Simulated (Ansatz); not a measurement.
Method: Ansatz 0.2.0, DFT PBE, scalar-relativistic, plane waves, PAW. Cutoff 420 eV, Γ-centred 6×8×8 mesh (10-atom cell), Gaussian smearing of 0.10 eV, no spin polarisation.

Formation energies are uncorrected and count from the elements' standard states at the same level.

Question: Give a relaxed trial structure of an orthorhombic metal that holds H and 1 more element, with a formation energy near −0.10 eV/atom and a density near 6.36 g/cm³, in a cell of 10 atoms.

Answer: Zr₄H, space group Amm2 (No. 38). Zr on its first site is surrounded by 1 H at 2.20 Å, 11 Zr at 3.14–3.42 Å and 2 Zr at 3.71 Å; Zr on its second site is surrounded by 1 H at 2.03 Å, 11 Zr at 3.11–3.50 Å, 1 H at 3.40 Å and 2 Zr at 3.70 Å; around Zr on its third site lie 1 H at 2.46 Å, 10 Zr at 3.11–3.24 Å, 1 H at 3.45 Å and 1 Zr at 3.51 Å; H on its first site is surrounded by 4 Zr at 2.03 Å; 2 more sites not described.

Space group Amm2 (No. 38). a = 6.656 Å, b = 7.811 Å, c = 7.347 Å, α = 90.00°, β = 90.00°, γ = 90.00°
```json
{"atom": "Zr", "site": "4e", "symmetry": "m..", "x": "0.5000", "y": "0.7813", "z": "0.3881"}
{"atom": "Zr", "site": "4d", "symmetry": "m..", "x": "0.0000", "y": "0.2238", "z": "0.3847"}
{"atom": "Zr", "site": "4c", "symmetry": ".m.", "x": "0.2366", "y": "0.0000", "z": "0.1082"}
{"atom": "Zr", "site": "4c", "symmetry": ".m.", "x": "0.7409", "y": "0.0000", "z": "0.6718"}
{"atom": "H", "site": "2a", "symmetry": "mm2", "x": "0.0000", "y": "0.0000", "z": "0.5264"}
{"atom": "H", "site": "2b", "symmetry": "mm2", "x": "0.5000", "y": "0.0000", "z": "0.8736"}
```

- Volume per atom: 19.10 Å³
- Density: 6.36 g/cm³
- Formation energy: −0.10 eV/atom
- Gap on the 6×8×8 mesh of the 10-atom cell: 0 eV (a metal)

It was reached by relaxing an invented guess, and it needn't be the stable form of this composition. The answer needn't be unique; the calculation gave this one.

With hydrogen, zero-point motion can shift formation energies by some tens of meV/atom. This cell was reached by moving the atoms of another relaxed cell at random and relaxing again, last within the group found; it had no such test of its own.
